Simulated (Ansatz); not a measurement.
Starting cell, InSb (zinc blende):

```
CELL_PARAMETERS angstrom
      0.00000     3.31730     3.31730
      3.31730     0.00000     3.31730
      3.31730     3.31730     0.00000
ATOMIC_POSITIONS crystal
  Sb 0.75000 0.75000 0.75000
  In 0.00000 0.00000 0.00000
```

Scan: atom 1 (Sb, nearest neighbour In at 2.873 Å; its periodic images, 4.7 Å or more away, move with it) is displaced along Cartesian z, direction (0.000, 0.000, 1.000) in Cartesian axes, by s. The other atoms stay.

Level of theory: PBE (plane waves to 420 eV, PAW, scalar-relativistic; Ansatz, an electronic-structure program). k mesh 10×10×10 (Γ-centred), Fermi-Dirac smearing 0.05 eV. E stands for the smeared free energy. With partly filled bands, energies and forces of such displacements shift with the k mesh and the smearing. At this level the bands of InSb touch or barely overlap; measurements give the solid a gap. InSb was relaxed with its symmetry unable to fall. Spin-orbit coupling is left out, though Sb is heavy. The zero of ΔE is the undisplaced structure. The last digit holds for this mesh only.

| s (Å) | ΔE (meV/cell) |
|---|---|
| -0.290 | 240.7 |
| -0.232 | 155.8 |
| -0.174 | 88.4 |
| -0.116 | 39.5 |
| -0.058 | withheld |
| 0.000 | 0.0 |
| 0.058 | withheld |
| 0.116 | 39.5 |
| 0.174 | 88.4 |
| 0.232 | 155.8 |
| 0.290 | 240.7 |

Fit an even polynomial form (powers 2, 4) to the given rows and predict ΔE at s = 0.058.

Least squares on the 9 given rows: ΔE = (2952)·s² + (-1068)·s⁴, in meV/cell with s in Å; root-mean-square residual 0.01 meV/cell. At 0.058 the fit gives 9.9 meV/cell; the calculation gives 9.9 meV/cell, the same to the digits shown. The quadratic term alone would give 9.9 meV/cell.

(A displaced cell: forces are minus the slopes of the energy, force constants its curvatures, and phonons follow from these.)
